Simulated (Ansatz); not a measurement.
# Moving the functional in HfIn4SiO6

```cif
data_structure
_symmetry_space_group_name_H-M 'Cm'
_symmetry_Int_Tables_number 8
_cell_length_a 6.4606
_cell_length_b 11.1554
_cell_length_c 6.4937
_cell_angle_alpha 90.000
_cell_angle_beta 103.709
_cell_angle_gamma 90.000
_cell_volume 454.67
loop_
_atom_site_label
_atom_site_type_symbol
_atom_site_symmetry_multiplicity
_atom_site_Wyckoff_symbol
_atom_site_fract_x
_atom_site_fract_y
_atom_site_fract_z
_atom_site_occupancy
Hf1 Hf 2 a 0.10178 0.00000 0.00912 1
In1 In 4 b 0.63713 0.84491 0.00818 1
In2 In 4 b 0.38227 0.83756 0.48398 1
Si1 Si 2 a 0.85433 0.00000 0.44523 1
O1 O 4 b 0.71161 0.87661 0.38104 1
O2 O 2 a 0.02899 0.00000 0.29500 1
O3 O 2 a 0.97920 0.00000 0.69555 1
O4 O 4 b 0.28683 0.85831 0.07435 1
```

The cell comes from a database or a generator and needn't be the stable form of this composition.

Kept alike: task band structure; k mesh 4 × 4 × 3; occupations fermi-dirac, width 0.05 eV; no spin polarisation. Program: Ansatz, all-electron LAPW, scalar-relativistic. The mesh is that of the run's cell of 12 atoms. No spin-orbit coupling.

| run | band gap (eV) | pressure (GPa) |
| --- | --- | --- |
| A | 0.442 | -3.31 |
| B | 0.504 | -0.01 |
| C | 0.540 | 1.83 |

Pressure is positive in compression. Gaps are the smaller of the mesh's and the band path's.

Task: The runs differ in the functional alone: PBE; PBEsol; revPBE. Which run is which?

Result: Run A is PBEsol; run B is PBE; run C is revPBE. The band gap runs from 0.442 (PBEsol) to 0.540 eV (revPBE). From PBE: PBEsol -0.062; revPBE +0.036. The pressure runs from -3.31 (PBEsol) to 1.83 GPa (revPBE). From PBE: PBEsol -3.30; revPBE +1.84.
